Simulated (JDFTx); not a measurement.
```json
{
 "surface": "Al(111)",
 "bulk": "Al, Fm-3m, lattice of mp-134 (not re-optimised)",
 "slab": "6 atoms in 6 planes, 1x1, 11.7 Å between the outermost planes",
 "in-plane cell": "2.856 × 2.856 Å, 7.06 Å²",
 "cell_height": "27.7 Å",
 "sampling": "8×8×1 k mesh, Fermi smearing 0.01 Ha, no spin polarisation"
}
```

All numbers are PBE, GBRV ultrasoft potentials, plane waves to 20/100 Ha results from JDFTx (a modified build), not measurements. Liquid: linear PCM (GLSSA13), water, 0.5 M KCl. The neutral cell holds 18 valence electrons and has two faces of 7.064 Å² each. Last filling lines of the neutral and of a charged run (μ in hartree, zero in the bulk liquid):

```
FillingsUpdate:  mu: -0.139072622  nElectrons: 18.000000
FillingsUpdate:  mu: -0.128255000  nElectrons: 18.037922
```

Working it through: both potentials, by the convention U = −μ/e − 4.44 V vs SHE, the surface charge density and the mean capacitance.

U_pzc = 0.13907 × 27.2114 − 4.44 = -0.66 V; U = 0.12826 × 27.2114 − 4.44 = -0.95 V. The cell has 0.0379 excess electrons, a net charge of -0.0379 e, shared by two faces: σ = -0.0379 e / (2 × 7.064 Å²) = -0.00268 e/Å² = -4.3 μC/cm² (1 e/Å² = 1602.18 μC/cm²). C = σ/(U − U_pzc) = -4.3/-0.29 ≈ 15 μF/cm².
